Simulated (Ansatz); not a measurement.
**Moving the Hubbard U on Cr d in CsLiCr2Te2S3**

```cif
data_structure
_symmetry_space_group_name_H-M 'Pm'
_symmetry_Int_Tables_number 6
_cell_length_a 7.0568
_cell_length_b 3.9806
_cell_length_c 9.0840
_cell_angle_alpha 90.000
_cell_angle_beta 107.115
_cell_angle_gamma 90.000
_cell_volume 243.87
loop_
_atom_site_label
_atom_site_type_symbol
_atom_site_symmetry_multiplicity
_atom_site_Wyckoff_symbol
_atom_site_fract_x
_atom_site_fract_y
_atom_site_fract_z
_atom_site_occupancy
Cs1 Cs 1 a 0.07739 0.00000 0.37706 1
Li1 Li 1 b 0.86424 0.50000 0.78883 1
Cr1 Cr 1 a 0.12646 0.00000 0.94616 1
Cr2 Cr 1 b 0.59290 0.50000 0.97165 1
Te1 Te 1 a 0.50838 0.00000 0.15270 1
Te2 Te 1 a 0.55612 0.00000 0.74893 1
S1 S 1 a 0.87426 0.00000 0.68502 1
S2 S 1 b 0.25176 0.50000 0.84402 1
S3 S 1 b 0.96294 0.50000 0.05357 1
```

The cell comes from a database or a generator and needn't be the stable form of this composition.

Kept alike: task projected density of states; functional PBE; k mesh 4 × 7 × 3; occupations fermi-dirac, width 0.05 eV; collinear spin, ferromagnetic start. Program: Ansatz, Ansatz PAW, cutoff 420 eV. The mesh is that of the run's cell of 9 atoms. No spin-orbit coupling.

| run | pressure (GPa) | largest site moment (μB) |
| --- | --- | --- |
| A | 4.86 | 3.64 |
| B | 3.64 | 3.50 |
| C | 2.33 | 3.32 |
| D | 1.08 | 3.10 |

Pressure is positive in compression, with a Pulay correction for the finite cutoff. How U acts hangs on the program's projectors. The runs hold the magnetic state that their start led to, which needn't be the lowest. Site moments count inside each atom's sphere or projector. U is the effective U - J on orthogonalised atomic projectors. Double counting: fully localised limit (the default).

The runs differ in the Hubbard U on Cr d alone: 2; 4; 6; 8 eV. Which run is which?

Run A is 8 eV; run B is 6 eV; run C is 4 eV; run D is 2 eV. The pressure rises from 1.08 to 4.86 GPa between 2 and 8 eV. U localises the shell and weakens its bonds, so the cell pushes outwards. The largest site moment rises from 3.10 to 3.64 μB between 2 and 8 eV. U favours whole occupations of the shell, which as a rule raises the local moment.
